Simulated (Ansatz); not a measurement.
LiYSe2 in space group R-3m (No. 166; Li on 3b, Y on 3a, Se on 6c), r²SCAN in the plane-wave PAW code Ansatz, all energies at zero smearing, with the estimated change up to a 700 eV cutoff added, with one set of potentials and settings (totals compare only within such a set). Cell of 4 atoms (1 Li, 1 Y, 2 Se): -15028.981 eV.

| element | reference phase | E (eV/atom) |
|---|---|---|
| Li | Fm-3m, 1 atoms in the cell | -205.1371 |
| Y | P6_3/mmc, 2 atoms in the cell | -3859.7073 |
| Se | P3_121, 3 atoms in the cell | -5478.1269 |

Formation energy per atom, worked out: (-15028.981 − 1×(-205.1371) − 1×(-3859.7073) − 2×(-5478.1269))/4 = -1.971 eV/atom (-190 kJ per mol of atoms), at 0 K, without zero-point energy or fitted corrections.

The first step of the workflow began from a Materials Project structure, measured or hypothetical; the Crystallography Open Database copy checked does not list it. With Li and Y taken as one species the cell has the higher symmetry Fm-3m, so it may be an ordered model of a mixed-site phase. Whether it is the stable phase at ambient conditions was not checked. The cell was relaxed with r²SCAN under the symmetry of its start; its stability against distortions is not shown here. The run is not spin-polarised. The references are the lowest solids computed at this level, not always the standard phases.

Potentials: the later of the program's two PAW sets.
